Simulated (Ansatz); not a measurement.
Values for one crystal, relaxed and computed with r²SCAN (plane waves, PAW; program Ansatz); other levels are named.

* **Volume per atom**: 13.82 Å³
* **Electronic character**: metallic (no gap)
* **Gap with spin–orbit coupling**: none (metallic)
* **Formation energy from the elements (no fitted shifts)**: -0.53 eV/atom
* **Density of states at the Fermi level**: 0.44 states/eV per atom (mean over ±0.08 eV)
* **Bulk modulus (Birch–Murnaghan fit)**: 3470 kbar
* **Pressure derivative B′**: 4.8

### Question
Pick the material that matches.
(A) InPt3, Cu3Au type
(B) ZrPt3, Cu3Au type
(C) YPd3, Cu3Au type
(D) VIr3, Cu3Au type

### Answer
D, VIr3, Cu3Au type

Space group Pm-3m (Cu3Au type). The workflow started from an entry of the Crystallography Open Database (COD). Its standing as an ambient phase is unchecked. Symmetry was held in the r²SCAN relaxation; whether a distortion lowers the energy is not shown. The workflow began spin-polarised and lost its moments. The references are the lowest solids computed at this level, not always the standard phases. Spin–orbit coupling is left out wherever it is not named.

Potentials: the later of the program's two PAW sets.
